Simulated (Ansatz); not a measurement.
The following input was run with Ansatz 0.2.0.

```yaml
crystal:
  lattice:
    - [-1.6334946313, 1.6334946313, 4.0583113241]
    - [1.6334946313, -1.6334946313, 4.0583113241]
    - [1.6334946313, 1.6334946313, -4.0583113241]
  atoms:
    - { symbol: I, position: [0.0, 0.0, 0.0] }
basis:
  ecutwfc: 500
kpoints:
  mp_grid: { grid: [18, 18, 18] }
hamiltonian:
  xc: r2scan
scf:
  occupations: { method: gaussian, width: 0.1 }
output:
  forces: true
  stress: true
  eigenvalues: true
relax:
  adjacent_minimum: "off"
  f_tol: 0.01
  max_steps: 30
  cell: { stress_tol: 0.1, fix: [volume] }
```

Command:
```bash
ansatz run input.yaml --threads 1 --pin off --max-ram 2560MiB --backend cpu --events-out ev --progress --plain --runs-dir out
```

Method: DFT r2SCAN, scalar-relativistic, plane waves, PAW in Ansatz 0.2.0.

From the run's log, abridged:

```
Pseudopotentials: kind: paw
Pseudopotential: I, paw, valence charge 17, recommended cutoff 500 eV (meta_gga)
Functional definition: r2SCAN
Crystal: 1 atom, lattice volume = 43.315 Å³
Basis set: ecut = 500 eV, 1079 PW (Γ), FFT grids on a1+a3, a2+a3, a3, exchange–correlation on 96×96×144 points (64 copies of the dense FFT grid, shifted against one another)
Bands: 13, of which v1, the nominal top of the filled ones, is band 9 counted from 1 (8 counted from 0)
Symmetry: 16 space group operations
Space group: I4/mmm (ITA 139), of the structure as read, at distance tolerance 3.5e-5 Å
k-points: 480 of 5832
Initial density: superposition of atomic densities (neutral atoms: chi_scale 0, normalization atom), corrected by the library's trained network
Initial wavefunctions: pseudopotential atomic-orbital guess
Functional: x = r2scan, c = r2scan; τ floored in thin density (d = 2e-4 eV/Å³)
SCF iter   1: F=—  HF=-7527.873205 eV  |F-HF|=—  |Δ(HF+E_count)|=         —  Δρ=2.17e-3  dr2=2.41e-3  dr2_τ=4.64e-4  ethr=1.77e-3  ⟨swp⟩=6.1  Hψ=42251  notcnv=0
SCF iter   2: F=—  HF=-7527.874070 eV  |F-HF|=—  |Δ(HF+E_count)|=   8.64e-4  Δρ=9.13e-4  dr2=2.67e-4  dr2_τ=2.60e-6  ethr=1.42e-5  ⟨swp⟩=2.0  Hψ=16114  notcnv=0  defer=206
SCF iter   3: F=—  HF=-7527.873958 eV  |F-HF|=—  |Δ(HF+E_count)|=   1.11e-4  Δρ=1.92e-4  dr2=1.75e-5  dr2_τ=1.83e-7  ethr=1.57e-6  ⟨swp⟩=2.0  Hψ=10097  notcnv=0  defer=206
SCF iter   4: F=—  HF=-7527.873960 eV  |F-HF|=—  |Δ(HF+E_count)|=   1.71e-6  Δρ=5.24e-5  dr2=6.53e-7  dr2_τ=2.29e-8  ethr=1.03e-7  ⟨swp⟩=2.0  Hψ=10109  notcnv=0  defer=206
SCF iter   5: F=-7527.873961 eV  HF=-7527.873961 eV  |F-HF|=5.13e-8  |Δ(HF+E_count)|=   5.06e-7  Δρ=1.13e-5  dr2=2.53e-8  dr2_τ=1.13e-9  ethr=3.84e-9  ⟨swp⟩=3.0  Hψ=11145  notcnv=0  defer=206
SCF iter   6: F=-7527.873961 eV  HF=-7527.873961 eV  |F-HF|=7.00e-10  |Δ(HF+E_count)|=   5.85e-8  Δρ=1.28e-6  dr2=5.88e-10  dr2_τ=2.04e-11  ethr=1.49e-10  ⟨swp⟩=5.3  Hψ=30642  notcnv=0
SCF 1 converged in 6 iterations: F = -7527.873961 eV  dr2 = 5.88e-10
relax step   1: F+E_penalty+E_count = -7527.87396075 eV  Δ(F+E_penalty+E_count) = +0.000e0 eV  max|allowed force component| = 0.000e0 eV/Å  Δτ_max = 0.0000 Å  P = -0.932 GPa  Ω = 43.315 Å³  fix = [volume]  reactions: volume -0.932 GPa (6 SCF iters, dr2 threshold 1.00e-7 eV, accepted)
Basis set: ecut = 500 eV, 1087 PW (Γ), FFT grids on a1+a3, a2+a3, a3, exchange–correlation on 96×96×144 points (64 copies of the dense FFT grid, shifted against one another)
Initial density: handed on by an earlier stage of this run
Initial wavefunctions: those handed on with the density
SCF iter   1: F=—  HF=-7527.875037 eV  |F-HF|=—  |Δ(HF+E_count)|=         —  Δρ=2.48e-4  dr2=5.04e-5  dr2_τ=2.13e-4  ethr=3.10e-7  ⟨swp⟩=2.4  Hψ=51683  notcnv=0
SCF iter   2: F=—  HF=-7527.875505 eV  |F-HF|=—  |Δ(HF+E_count)|=   4.68e-4  Δρ=1.17e-4  dr2=3.47e-6  dr2_τ=1.00e-7  ethr=2.97e-7  ⟨swp⟩=2.1  Hψ=11073  notcnv=0
SCF iter   3: F=—  HF=-7527.875509 eV  |F-HF|=—  |Δ(HF+E_count)|=   3.78e-6  Δρ=3.95e-5  dr2=8.25e-7  dr2_τ=9.25e-9  ethr=2.04e-8  ⟨swp⟩=2.0  Hψ=10338  notcnv=0
SCF iter   4: F=-7527.875509 eV  HF=-7527.875509 eV  |F-HF|=8.63e-9  |Δ(HF+E_count)|=   1.85e-7  Δρ=7.38e-6  dr2=3.78e-8  dr2_τ=4.62e-10  ethr=5.88e-10  ⟨swp⟩=4.2  Hψ=34649  notcnv=0
SCF 2 converged in 4 iterations: F = -7527.875509 eV  dr2 = 3.78e-8
relax step   2: F+E_penalty+E_count = -7527.87550860 eV  Δ(F+E_penalty+E_count) = -1.548e-3 eV  max|allowed force component| = 0.000e0 eV/Å  Δτ_max = 0.0000 Å  P = -0.663 GPa  Ω = 43.315 Å³  energy of the carried Pulay correction = +2.593e-6 eV  fix = [volume]  reactions: volume -0.663 GPa (4 SCF iters, dr2 threshold 1.00e-7 eV, accepted)
SCF iter   1: F=—  HF=-7527.875587 eV  |F-HF|=—  |Δ(HF+E_count)|=         —  Δρ=2.11e-4  dr2=3.66e-5  dr2_τ=1.45e-4  ethr=1.96e-7  ⟨swp⟩=3.0  Hψ=51489  notcnv=0
SCF iter   2: F=—  HF=-7527.875901 eV  |F-HF|=—  |Δ(HF+E_count)|=   3.14e-4  Δρ=1.02e-4  dr2=2.62e-6  dr2_τ=7.35e-8  ethr=1.96e-7  ⟨swp⟩=2.1  Hψ=10696  notcnv=0
SCF iter   3: F=—  HF=-7527.875903 eV  |F-HF|=—  |Δ(HF+E_count)|=   2.63e-6  Δρ=3.44e-5  dr2=6.28e-7  dr2_τ=7.13e-9  ethr=1.54e-8  ⟨swp⟩=2.1  Hψ=10344  notcnv=0
SCF iter   4: F=-7527.875903 eV  HF=-7527.875903 eV  |F-HF|=1.75e-8  |Δ(HF+E_count)|=   1.27e-7  Δρ=7.44e-6  dr2=3.88e-8  dr2_τ=3.34e-10  ethr=5.88e-10  ⟨swp⟩=4.3  Hψ=34739  notcnv=0
SCF 3 converged in 4 iterations: F = -7527.875903 eV  dr2 = 3.88e-8
relax step   3: F+E_penalty+E_count = -7527.87590310 eV  Δ(F+E_penalty+E_count) = -3.945e-4 eV  max|allowed force component| = 0.000e0 eV/Å  Δτ_max = 0.0000 Å  P = -0.429 GPa  Ω = 43.315 Å³  energy of the carried Pulay correction = +4.746e-6 eV  fix = [volume]  reactions: volume -0.429 GPa (4 SCF iters, dr2 threshold 1.00e-7 eV, accepted)
Initial wavefunctions: pseudopotential atomic-orbital guess (no wavefunctions were taken with the density)
SCF iter   1: F=—  HF=-7527.875510 eV  |F-HF|=—  |Δ(HF+E_count)|=         —  Δρ=1.30e-4  dr2=2.68e-7  dr2_τ=5.17e-8  ethr=4.59e-7  ⟨swp⟩=2.6  Hψ=57717  notcnv=0
SCF iter   2: F=—  HF=-7527.875904 eV  |F-HF|=—  |Δ(HF+E_count)|=   3.94e-4  Δρ=8.97e-6  dr2=6.51e-8  dr2_τ=7.47e-10  ethr=1.58e-9  ⟨swp⟩=2.6  Hψ=10390  notcnv=0
SCF iter   3: F=—  HF=-7527.875904 eV  |F-HF|=—  |Δ(HF+E_count)|=   1.17e-7  Δρ=4.42e-6  dr2=3.32e-9  dr2_τ=3.26e-9  ethr=3.83e-10  ⟨swp⟩=2.1  Hψ=8200  notcnv=0
SCF iter   4: F=—  HF=-7527.875904 eV  |F-HF|=—  |Δ(HF+E_count)|=   1.83e-7  Δρ=8.20e-7  dr2=1.76e-10  dr2_τ=6.12e-12  ethr=1.95e-11  ⟨swp⟩=2.9  Hψ=10469  notcnv=0
SCF iter   5: F=-7527.875904 eV  HF=-7527.875904 eV  |F-HF|=2.09e-11  |Δ(HF+E_count)|=  6.91e-11  Δρ=1.20e-7  dr2=7.28e-12  dr2_τ=4.63e-13  ethr=1.00e-12  ⟨swp⟩=6.3  Hψ=26947  notcnv=0
SCF 4 converged in 5 iterations: F = -7527.875904 eV  dr2 = 7.28e-12
SCF converged after 5 iterations
Free energy (F): -7527.875904 eV
Harris-Foulkes:  -7527.875904 eV  (|F-HF|=2.09e-11)
Internal energy: -7527.872367 eV  (E = F + TS)
E sigma→0 (E₀):  -7527.874136 eV
Entropy (-TS):   -0.003537 eV (-3.537 meV/atom)
Fermi energy:    4.872753 eV
--- Per-component energies (eV) ---
  E_band       = -415.867220
  E_kinetic    = 187.730262
  E_local      = -2075.416613  (includes V_loc(G=0)·N_el)
  E_nonlocal   = -92.344606
  E_hartree    = 1059.201230
  E_xc         = -120.356730
  E_vxc        = -139.130953  (∫ρ·V_xc dr)
  E_paw        = -4836.383283  (= ΣΔE_a)
  E_vpaw       = -423.389193  (= ΣTr[D̂ρ^β])
  E_aug_tail   = -0.000030  (compensation charges beyond the density's cutoff)
  E_vtau       = 8.281587  (kinetic-family band-sum trace: ∫τ·v_τ [+ j·A + Jᵃ·Aᵃ] dr)
  E_ewald      = -1650.375651
  E_core_change = 0.073053  (= ΣΔE_core)
  E_smearing   = -0.003537  (= −TS)
--- Forces (eV/Å), atoms counted from 1 ---
  atom   1  I      0.00000000     0.00000000     0.00000000
--- Stress (GPa, compression-positive) ---
       -0.428333       0.000000       0.000000
        0.000000      -0.428333       0.000000
        0.000000       0.000000      -0.431916
  P = ⅓ Tr σ = -0.4295 GPa (-4.295 kbar)
--- Band table (eV; the first three rows and the last of 480) ---
  k-point 0: bands = ["-41.3600", "-41.3356", "-41.1327", "-41.1327", "-41.0751", "-9.3015", "2.6735", "5.8533", "5.8533", "9.7447", "12.8720", "13.7618", "18.0439"]
  k-point 1: bands = ["-41.3587", "-41.3360", "-41.1329", "-41.1329", "-41.0746", "-9.2369", "2.7230", "5.5546", "5.5705", "9.8538", "13.3228", "14.1655", "16.7219"]
  k-point 2: bands = ["-41.3550", "-41.3371", "-41.1335", "-41.1335", "-41.0732", "-9.0461", "2.8664", "4.8361", "4.8810", "10.1469", "14.4954", "15.2096", "15.5489"]
  k-point 479: bands = ["-41.3600", "-41.3356", "-41.1327", "-41.1327", "-41.0749", "-9.1294", "0.9993", "5.7047", "5.7047", "12.4714", "13.0164", "15.4284", "19.1285"]
--- Relaxed structure (3 steps of the walk, 3 accepted, 1 SCFs on fresh bases) ---
  F+E_penalty+E_count = -7527.87590441 eV   max|allowed force component| = 0.000e0 eV/Å   (the final SCF, on the basis selected at the relaxed cell)
  cell:  # Å, volume = 43.3152 Å³
    - [-1.62065833, 1.62065833, 4.12285296]
    - [1.62065833, -1.62065833, 4.12285296]
    - [1.62065833, 1.62065833, -4.12285296]
  atoms:
    - { symbol: I, position: [0.0, 0.0, 0.0] }
```

The relaxation met its thresholds.

It took 110 s on 1 thread of Arm Neoverse V2, with other jobs on the host, peak memory 0.68 GiB.

The cell holds layers, and r2SCAN describes their binding at middle range but leaves out its long-range dispersion part. Spin polarisation was left out, and a magnetic state may lie lower.